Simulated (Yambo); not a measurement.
A G0W0@LDA run in Yambo for KCl (rock salt, space group Fm-3m, No. 225) (4×4×4 Γ-centred k mesh, 136 bands and a 10 Ry block in the screening, 136 bands in G with the Bruneval-Gonze terminator, plasmon pole fitted at 27.2 eV) gives these matrix elements, in eV, at the band edges (Γ → Γ):

```tsv
state	E0	<Vxc>	<Σx>	<Σc(E0)>	Z
valence edge	0.000	-14.164	-18.730	1.837	0.813
conduction edge	5.115	-8.112	-3.711	-3.155	0.871
```

Question: Solve the linearised quasiparticle equation for both states, give the gap, and say how exchange and correlation each act on it.

Answer: E = E0 + Z(Σx + Σc − Vxc). Valence: 0.000 + 0.813 × (-18.730 + (1.837) − (-14.164)) = -2.22 eV. Conduction: 5.115 + 0.871 × (-3.711 + (-3.155) − (-8.112)) = 6.20 eV. The gap is 8.42 eV, against 5.12 eV in LDA. Replacing Vxc by bare exchange alone would open it by 8.97 eV; correlation takes back 4.99 eV of that, and Z scales what is left. Nearest settings tried, and what they do to the gap: 84 bands in G: -3 meV; 58 bands in W: -58 meV; 8 Ry block (169 vectors against 229): -33 meV. Not varied: mesh. So the settings aren't converged at that level. 

Geometry relaxed with LDA; primitive cell a = b = c = 4.296 Å, α = β = γ = 60.00°.
